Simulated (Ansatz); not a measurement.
# Na2In: reading a single point

```yaml
crystal:
  lattice:
    - [6.99498, 0.00000, 0.00000]
    - [0.00000, 5.16455, 0.00000]
    - [0.00000, 0.00000, 9.60547]
  atoms:
    - { symbol: Na, position: [0.03433, 0.25000, 0.70169] }
    - { symbol: Na, position: [0.46567, 0.75000, 0.20169] }
    - { symbol: Na, position: [0.53433, 0.25000, 0.79831] }
    - { symbol: Na, position: [0.96567, 0.75000, 0.29831] }
    - { symbol: In, position: [0.22444, 0.25000, 0.38657] }
    - { symbol: In, position: [0.27556, 0.75000, 0.88657] }
    - { symbol: In, position: [0.72444, 0.25000, 0.11343] }
    - { symbol: In, position: [0.77556, 0.75000, 0.61343] }
    - { symbol: Na, position: [0.17390, 0.25000, 0.06482] }
    - { symbol: Na, position: [0.32610, 0.75000, 0.56482] }
    - { symbol: Na, position: [0.67390, 0.25000, 0.43518] }
    - { symbol: Na, position: [0.82610, 0.75000, 0.93518] }
```

Single point in Ansatz 0.2.0 with r2SCAN, no spin polarisation. Cutoff 500 eV, PAW datasets, 5×7×4 Γ-centred k mesh, fermi-dirac filling (width 0.1 eV).

Q: How is the charge shared?

A: Bader charges in e: Na +0.73, In -1.46. In the mean Na gives up most and In takes most.

Q: Metal or insulator?

A: It is a metal, with about 7 states/eV a cell as the mean within 0.25 eV of the Fermi level, mostly In p (86 %).

Q: Is it stable against the elements?

A: -0.05 eV an atom against the elements' usual phases (free molecules for gases, crystals otherwise, with no correction for O₂ or N₂), too near zero to call. Relaxing would lower it.

Q: What does the stress say?

A: The pressure is 0.7 GPa (compression positive), so with the atoms held at these fractions the cell would first expand. The principal stresses -0.2, 1.0, 1.3 GPa differ, so its shape would change too.

Origin: a known structure type with other elements, at an estimated volume, so it need not be a known compound.
